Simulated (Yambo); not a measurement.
GaP: sweep of GW parameters

G0W0@PBE for GaP (zinc blende, space group F-43m, No. 216) in Yambo. Reference settings: 4×4×4 Γ-centred k mesh, bands 5 to 180 and a 15 Ry block in the screening, 180 bands in G with the Bruneval-Gonze terminator, plasmon pole fitted at 27.2 eV. The PBE gap Γ → X on this mesh is 1.64 eV; G0W0 gaps are taken between the same points.

```csv
change from the reference,G0W0 gap Γ → X (eV),shift of the valence edge (eV),rough Yambo cost
reference settings,2.32,-0.80,1
"94 bands in W, 94 bands in G",2.28,-0.70,about 1/2
94 bands in G,2.32,-0.80,–
9 Ry block,2.29,-0.77,within a factor of two
no terminator,2.30,-0.76,–
```

The reference isn't shown to be the converged limit. Costs are rough (shared machines), scaled to the same edge states, and given only for runs that recompute the screening. The mesh misses a band edge: along a dense path the PBE gap is 1.59 eV against 1.64 eV on the mesh.

Spin-orbit splittings are left out.

Geometry relaxed with PBEsol; primitive cell a = 3.8466 Å, b = 3.8466 Å, c = 3.8466 Å, α = 60.00°, β = 60.00°, γ = 60.00°.

A shift is the quasiparticle energy of the state minus its PBE energy.

The potentials are those of PseudoDojo's stringent table.
